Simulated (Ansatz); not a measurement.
The start is a relaxed TiO2 cell with every coordinate shifted by Gaussian noise of σ = 0.3 Å. The structure is fully relaxed (lattice and positions, P = 0) with PBE (plane waves to 420 eV, PAW, scalar-relativistic; Ansatz, a program for electronic structure). The first steps use a coarse 7×7×9 k-mesh.

Starting cell:
```
TiO2
1.0
   -1.89921     1.89921     4.85192
    1.89921    -1.89921     4.85192
    1.89921     1.89921    -4.85192
Ti O
2 4
Direct
  0.51994   0.58056   0.02827
  0.27334   0.95358   0.73058
  0.17393   0.43458   0.01938
  0.08122   0.34936   0.39276
  0.39031   0.90835   0.44061
  0.62515   0.60119   0.81720
```

### Question
What pressure does the first self-consistent step give?

### Answer
+7.7 GPa (positive: the cell is compressed).

### Question
By how much does the energy per atom fall from start to end?

### Answer
1.39 eV/atom.

### Question
Is the parent structure recovered?

### Answer
It relaxes back to the parent, I4₁/amd (No. 141).

### Question
How do the shortest distances between atoms change?

### Answer
The closest pairs of elements (up to four, under 3.6 Å), start → end: O–Ti 1.75 → 1.95 Å; O–O 1.86 → 2.47 Å; Ti–Ti 2.76 → 3.08 Å.

Relaxed structure:

```cif
data_O8Ti4
_chemical_formula_sum 'Ti4 O8'
_space_group_name_H-M_alt 'I41/amd :1'
_space_group_IT_number 141
_space_group_name_Hall 'I 4bw 2bw -1bw'
_cell_length_a 3.79847
_cell_length_b 3.79847
_cell_length_c 9.70290
_cell_angle_alpha 90.000
_cell_angle_beta 90.000
_cell_angle_gamma 90.000
loop_
_atom_site_label
_atom_site_type_symbol
_atom_site_symmetry_multiplicity
_atom_site_Wyckoff_symbol
_atom_site_fract_x
_atom_site_fract_y
_atom_site_fract_z
_atom_site_occupancy
Ti1 Ti 4 b 0.00000 0.00000 0.50000 1
O1 O 8 e 0.00000 0.00000 0.29358 1
```
(The calculation used a cell of 6 atoms; values per cell refer to that cell.)

Final values are on a 12×12×12 k-mesh of the relaxed cell. No spin polarisation in the result.
